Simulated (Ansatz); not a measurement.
Ansatz input

```yaml
crystal:
  lattice:
    - [6.3559124256, 0.0, 0.0]
    - [0.0, 6.3559124256, 0.0]
    - [0.0, 0.0, 6.3559124256]
  atoms:
    - { symbol: "Y", position: [0.0, 1.0, 1.0] }
    - { symbol: "Y", position: [0.5, 0.5, 0.5] }
    - { symbol: "Y", position: [0.25, 0.0, 0.5] }
    - { symbol: "Y", position: [0.75, 0.0, 0.5] }
    - { symbol: "Y", position: [0.5, 0.25, 0.0] }
    - { symbol: "Y", position: [0.5, 0.75, 1.0] }
    - { symbol: "Y", position: [1.0, 0.5, 0.25] }
    - { symbol: "Y", position: [1.0, 0.5, 0.75] }
hamiltonian:
  xc: pbesol
  pseudopotentials:
    kind: paw
    azcp:
      "Y": "pseudopotentials/Y.paw.azcp"
basis:
  ecutwfc: 420
  fft_grid_basis: typed
kpoints:
  mp_grid: { grid: [6, 6, 6], shift: [0, 0, 0] }
magnetization:
  spin_polarized: false
scf:
  occupations: { method: fermi_dirac, width: 0.1 }
```

Output

```
Warning: the record states the generating functional pbe (its physics header spells it `PBE`), which answers neither for hamiltonian.xc's functional nor for the pbesol family's — results may be inconsistent (PPs are generated against a specific XC)
Engine: ansatz 0.2.0, aarch64-unknown-linux-gnu
Pseudopotentials: kind: paw
Pseudopotential: Y, paw, valence charge 11, recommended cutoff 420 eV (normal) 
Functional definition: PBEsol
  exchange = pbesol_x
  correlation = pbesol_c
Crystal: 8 atoms, lattice volume = 256.764 Å³
Basis set: ecut = 420 eV, 4945 PW (Γ)
Bands: 53, of which v1, the nominal top of the filled ones, is band 44 counted from 1 (43 counted from 0)
Symmetry: 48 space group operations
Space group: Pm-3n (ITA 223), of the structure as read, at distance tolerance 6.4e-5 Å
k-points: 20 of 216
Non-local potential: Y, projectors of the file, l = 0: 3, l = 1: 2, l = 2: 2, l = 3: 1
PAW form: soft (Blöchl's): semilocal exchange-correlation on the pseudo side does not see the compensation charge
PAW frozen core: Y, regenerated for the run's functional, and the local potential with it (the file was generated under x = pbe(κ = 0.804, μ = 0.2195149727645171), c = pbe(β = 0.06672455060314922))
PAW one-centre angular grid: Y, 590 points (default); XC on 64 Gauss nodes
Initial density: superposition of atomic densities (neutral atoms: chi_scale 0, normalization atom), corrected by the library's trained network
Initial wavefunctions: pseudopotential atomic-orbital guess
Functional: x = pbesol(κ = 0.804, μ = 0.12345679012345678), c = pbesol(β = 0.046)
SCF iter   1: F=—  HF=-30358.891005 eV  |F-HF|=—  |Δ(HF+E_count)|=         —  Δρ=4.65e-3  dr2=1.30e-1  ethr=1.77e-3  ⟨swp⟩=5.8  Hψ=4154  notcnv=0
SCF iter   2: F=—  HF=-30358.874403 eV  |F-HF|=—  |Δ(HF+E_count)|=   1.66e-2  Δρ=2.22e-3  dr2=2.14e-2  ethr=1.47e-4  ⟨swp⟩=2.0  Hψ=1354  notcnv=0
SCF iter   3: F=—  HF=-30358.870544 eV  |F-HF|=—  |Δ(HF+E_count)|=   3.86e-3  Δρ=6.38e-4  dr2=1.73e-3  ethr=2.43e-5  ⟨swp⟩=2.0  Hψ=1285  notcnv=0
SCF iter   4: F=—  HF=-30358.870218 eV  |F-HF|=—  |Δ(HF+E_count)|=   3.25e-4  Δρ=9.56e-5  dr2=1.72e-5  ethr=1.97e-6  ⟨swp⟩=2.0  Hψ=1329  notcnv=0
SCF iter   5: F=—  HF=-30358.870071 eV  |F-HF|=—  |Δ(HF+E_count)|=   1.47e-4  Δρ=1.81e-5  dr2=9.62e-7  ethr=1.95e-8  ⟨swp⟩=2.4  Hψ=1679  notcnv=0
SCF iter   6: F=-30358.870071 eV  HF=-30358.870071 eV  |F-HF|=1.82e-9  |Δ(HF+E_count)|=   4.63e-8  Δρ=3.16e-6  dr2=2.06e-8  ethr=1.14e-10  ⟨swp⟩=2.8  Hψ=2066  notcnv=0
SCF 1 converged in 6 iterations: F = -30358.870071 eV  dr2 = 2.06e-8
SCF converged after 6 iterations
Free energy (F): -30358.870071 eV
Harris-Foulkes:  -30358.870071 eV  (|F-HF|=1.82e-9)
Internal energy: -30358.100780 eV  (E = F + TS)
E sigma→0 (E₀):  -30358.485426 eV
Entropy (-TS):   -0.769291 eV (-96.161 meV/atom)
Fermi energy:    9.561829 eV
--- Per-component energies (eV) ---
  E_band       = -950.285486
  E_kinetic    = 2441.846192
  E_local      = -4887.287312  (includes V_loc(G=0)·N_el)
  E_nonlocal   = 415.205984
  E_hartree    = 1549.867633
  E_xc         = -1371.111488
  E_vxc        = -1581.946807  (∫ρ·V_xc dr)
  E_paw        = -22188.032110  (= ΣΔE_a)
  E_vpaw       = -437.840946  (= ΣTr[D̂ρ^β])
  E_aug_tail   = 0.000021  (compensation charges beyond the density's cutoff)
  E_ewald      = -6319.779881
  E_core_change = 1.190182  (= ΣΔE_core)
  E_smearing   = -0.769291  (= −TS)
  E_closure    = 0.000000  (closes the sum)
  Σ components = -30358.870071   (vs F -30358.870071, Δ=0.00e0)
```

Launched by

```sh
ansatz run input.yaml --threads 4 --pin off --max-ram 8192MiB --backend cpu --events-out ev --progress --plain --runs-dir out
```

On 4 threads of Arm Neoverse V1 (shared host) this took about 2.9 s of wall time and 11 s of CPU time, with 0.7 GiB at the peak.
